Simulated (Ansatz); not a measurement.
NMR crystallography of LiH with an H vacancy: given against relaxed positions

Start: a supercell of LiH (rock salt type, Fm-3m) built from a computed structure from the Materials Project (it need not be an observed phase), with all atoms left at the host's positions.

```cif
data_Li27H26
_symmetry_space_group_name_H-M 'Fm-3m'
_symmetry_Int_Tables_number 225
_cell_length_a 12.0517
_cell_length_b 12.0517
_cell_length_c 12.0517
_cell_angle_alpha 90.000
_cell_angle_beta 90.000
_cell_angle_gamma 90.000
loop_
_atom_site_label
_atom_site_type_symbol
_atom_site_symmetry_multiplicity
_atom_site_Wyckoff_symbol
_atom_site_fract_x
_atom_site_fract_y
_atom_site_fract_z
Li1 Li 32 f 0.3333 0.8333 0.8333
Li2 Li 24 e 0.5000 0.0000 0.8333
Li6 Li 48 h 0.8333 0.1667 0.0000
Li27 Li 4 a 0.0000 0.5000 0.5000
H28 H 48 i 0.6667 0.1667 0.0000
H31 H 32 f 0.8333 0.1667 0.1667
H41 H 24 e 0.0000 0.5000 0.3333
```

One atom of each set is listed; the run and its k-mesh use a cell of 53 atoms with edges of 8.52, 8.52, 8.52 Å.

The numbers come from a DFT calculation in Ansatz (PBE, plane waves and PAW, scalar-relativistic, 420 eV cutoff, Γ-centred 3×3×3 k-points, Fermi–Dirac smearing 0.01 eV, cell charge +1).

The largest force at the start is 0.97 eV/Å. Relaxing the ions at fixed cell moves them by 0.187 Å at most (atom 5, Li) and 0.068 Å rms.

```
site  moved (Å)  first shell before    first shell after  V_zz before (10²¹ V/m²)  η before
 Li2      0.187       5 H at 2.01 Å   5 H at 1.84–1.98 Å                     0.20      0.00
 Li6      0.001       6 H at 2.01 Å   6 H at 2.01–2.05 Å                   -0.024      0.68
 H28      0.054      6 Li at 2.01 Å  6 Li at 1.98–2.05 Å                   <0.005         –
 H41      0.020      6 Li at 2.01 Å  6 Li at 1.84–2.01 Å                   <0.005         –
```

Q: How do the gradients change?

A: 

```
site  V_zz after  η after  change of V_zz
 Li2        0.11     0.00           -0.09
 Li6      -0.032     0.12           -0.01
 H28       0.038     0.91           +0.04
 H41       0.099     0.00           +0.10
```

The largest change of V_zz is on H41, from <0.005 to 0.099. Sites with |V_zz| of 0.02 or less aren't listed.

The defect repeats with the cell of 53 atoms, so it feels its images: sites between two images don't show the values beside a lone defect, and zeros or small values of η there can come from the images' arrangement. A uniform background compensates the cell's charge. With these PAW files V_zz is typically within 2 to 3 % of all-electron values, but misses above 10 % occur on Li.
Before: The neighbours have not yet relaxed around the defect (largest force 0.97 eV/Å), so a real crystal will differ.
